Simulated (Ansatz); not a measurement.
## Where the states of BiTe lie

```cif
data_structure
_symmetry_space_group_name_H-M 'Fm-3m'
_symmetry_Int_Tables_number 225
_cell_length_a 6.4700
_cell_length_b 6.4700
_cell_length_c 6.4700
_cell_angle_alpha 90.000
_cell_angle_beta 90.000
_cell_angle_gamma 90.000
_cell_volume 270.84
loop_
_atom_site_label
_atom_site_type_symbol
_atom_site_symmetry_multiplicity
_atom_site_Wyckoff_symbol
_atom_site_fract_x
_atom_site_fract_y
_atom_site_fract_z
_atom_site_occupancy
Bi1 Bi 4 a 0.00000 0.00000 0.00000 1
Te1 Te 4 b 0.50000 0.00000 0.00000 1
```

The runs use the primitive cell with vectors (0.000, 3.235, 3.235), (3.235, 0.000, 3.235), (3.235, 3.235, 0.000) Å, to which the k mesh refers.

The cell comes from COD entry 9008604, which wasn't checked; take it as a given geometry.

No spin–orbit coupling, which matters for the heavy atoms here.

These are results of Ansatz 0.2.0, DFT, LDA, all-electron LAPW, scalar-relativistic, not measurements.

Settings: a Γ-centred 10×10×10 k mesh, Fermi–Dirac smearing of 0.08 eV, basis error target 0.5 meV/atom, no spin polarisation.

States per eV and cell, averaged over 0.6 eV, from -10.0 to 4.2 eV, with energies (bin centres) from the Fermi level; empty bins are left out. 

```
E (eV)  total
  -9.8   0.66
  -9.2   0.29
  -8.6   0.11
  -5.6   0.12
  -5.0   0.68
  -4.4   1.17
  -3.8   1.85
  -3.2   1.89
  -2.6   1.93
  -2.0   2.23
  -1.4   0.13
  -0.8   0.04
  -0.2   1.67
   0.4   1.40
   1.0   1.23
   1.6   1.27
   2.2   1.67
   2.8   1.39
   3.4   1.43
   4.0   1.05
```
